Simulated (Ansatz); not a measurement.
Given:

TaAgO$_{3}$:
```
TaAgO3
1.0
    2.76081     1.59395     4.58769
   -2.76081     1.59395     4.58769
    0.00000    -3.18791     4.58769
Ta Ag O
2 2 6
Cartesian
  0.00000   0.00000   0.00000
  0.00000   0.00000   6.88154
  0.00000   0.00000  10.32231
  0.00000   0.00000   3.44077
  0.31970   1.59395   8.02846
 -0.31970  -1.59395   5.73462
 -1.54025  -0.52011   8.02846
  1.54025   0.52011   5.73462
  1.22056  -1.07384   8.02846
 -1.22056   1.07384   5.73462
```

This is the r²SCAN-relaxed structure.

**Question.** All from the program Ansatz at the r²SCAN level (PAW), unless another level is named. Give the formation energy from the elements (no fitted shifts).

**Answer.** -2.21 eV/atom.

**Question.** Give the electron effective mass with spin–orbit coupling.

**Answer.** 0.31, 0.35, 5.4 mₑ (principal values).

**Question.** Predict the HSE06 gap on the r²SCAN cell.

**Answer.** 3.41 eV.

**Question.** Give the conduction-band minimum.

**Answer.** at F (3 equivalent valleys).

Space group R-3c. The first step of the workflow began from a Materials Project structure, measured or hypothetical; the Crystallography Open Database copy checked does not list it. COD files the formula under space group No. 161. Its standing as an ambient phase is unchecked. The cell was relaxed with r²SCAN under the symmetry of its start; phonons show weakly imaginary modes. The run is not spin-polarised. The references are the lowest solids computed at this level, not always the standard phases (solids in place of the gases). Scalar-relativistic: spin–orbit coupling is off unless named, which matters more the heavier the elements.

Potentials: the later of the program's two PAW sets.
